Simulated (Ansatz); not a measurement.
The calculation used DFT PBE, scalar-relativistic, plane waves, PAW (Ansatz 0.2.0). All cells share a 420 eV cutoff and Γ-centred k meshes spaced at most about 0.3 Å⁻¹ (about 0.25 or finer for metals, 2π included). Collinear spin in cells that started with moments and kept them past the coarse steps, no spin elsewhere.

These are static total energies at zero pressure.

Compare these two cells of Zr2Br, each relaxed at this level.

A. (site moments Zr 0.4 (×2) μB)

```yaml
crystal:
  lattice:
    - [5.09740, 0.00000, 0.00000]
    - [-2.54870, 4.41448, 0.00000]
    - [0.00000, 0.00000, 3.12868]
  atoms:
    - { symbol: Zr, position: [0.33333, 0.66667, 0.50000] }
    - { symbol: Zr, position: [0.66667, 0.33333, 0.50000] }
    - { symbol: Br, position: [0.00000, 0.00000, 0.00000] }
```

B. (no spin)

```yaml
crystal:
  lattice:
    - [3.31841, 0.00000, 0.00000]
    - [0.00000, 3.31841, 0.00000]
    - [0.00000, 0.00000, 6.75256]
  atoms:
    - { symbol: Zr, position: [0.00000, 0.50000, 0.35127] }
    - { symbol: Zr, position: [0.50000, 0.00000, 0.64873] }
    - { symbol: Br, position: [0.00000, 0.00000, 0.00000] }
```

Task: Which is lower in energy, and by how much?

Result: B is lower, by 0.97 eV/atom. A has space group P6/mmm (No. 191), 23.5 Å³/atom and no gap on its mesh; B has space group P-4m2 (No. 115), 24.8 Å³/atom and no gap. Counting Br atoms around Zr (those within 1.25 times the shortest such distance or 1.15 times the sum of covalent radii), A has Zr 6 and B has Zr 2. Their magnetic states differ too. The lower one is the more open, so pressure narrows the difference. In A, around Zr lie 3 Zr at 2.94 Å, 2 Zr at 3.13 Å and 6 Br at 3.33 Å; Br has 2 Br at 3.13 Å and 12 Zr at 3.33 Å. In B, Zr is surrounded by 2 Br at 2.89 Å, 4 Zr at 3.09 Å and 4 Zr at 3.32 Å; around Br lie 4 Zr at 2.89 Å and 4 Br at 3.32 Å. Both come from invented guesses.

In P-4m2 an odd number of electrons in the primitive cell allows no gap without spin; a larger cell or a magnetic state could open one. The magnetic state reached may not be the lowest. Cells relaxed within their symmetry can be saddle points. Some candidate types were left out of the draw beforehand, so a known form may be missing.
